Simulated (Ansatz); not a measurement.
TaAgO₃:
```
CELL_PARAMETERS angstrom
      2.76081     1.59395     4.58769
     -2.76081     1.59395     4.58769
      0.00000    -3.18791     4.58769
ATOMIC_POSITIONS crystal
  Ta 0.00000 0.00000 0.00000
  Ta 0.50000 0.50000 0.50000
  Ag 0.75000 0.75000 0.75000
  Ag 0.25000 0.25000 0.25000
  O  0.80790 0.69210 0.25000
  O  0.19210 0.30790 0.75000
  O  0.25000 0.80790 0.69210
  O  0.75000 0.19210 0.30790
  O  0.69210 0.25000 0.80790
  O  0.30790 0.75000 0.19210
```

Cartesian axes are those of the cell as given.

Give the high-frequency dielectric tensor and the Born effective charge tensors of the independent atoms from DFPT, plane-wave PAW r²SCAN (Ansatz code).


ε∞:
```
5.95  0.00  0.00
0.00  5.95  0.00
0.00  0.00  5.92
```
Z* of atom 1 (Ta), rows: field, columns: displacement, in e:
```
 8.55   0.66   0.00
-0.66   8.55   0.00
 0.00   0.00   8.70
```
Z* of atom 3 (Ag), rows: field, columns: displacement, in e:
```
1.43  0.00  0.00
0.00  1.43  0.00
0.00  0.00  1.37
```
Z* of atom 5 (O), rows: field, columns: displacement, in e:
```
-1.91   0.00   0.00
 0.00  -4.74  -2.15
 0.00  -2.20  -3.36
```

Static charges for comparison (Bader): Ta1 +3.07, Ag3 +0.71, O5 -1.26 e. Born charges measure polarisation by displacement and can exceed these by far.

Space group R-3c. The workflow started from a Materials Project entry (that database holds measured and hypothetical structures alike); the Crystallography Open Database copy checked does not list it. COD files the formula under space group No. 161. Whether it is the stable phase at ambient conditions was not checked. Symmetry was held in the r²SCAN relaxation; phonons show weakly imaginary modes. The run is not spin-polarised. Scalar-relativistic: spin–orbit coupling is off unless named, which matters more the heavier the elements.

Potentials: the later of the program's two PAW sets.
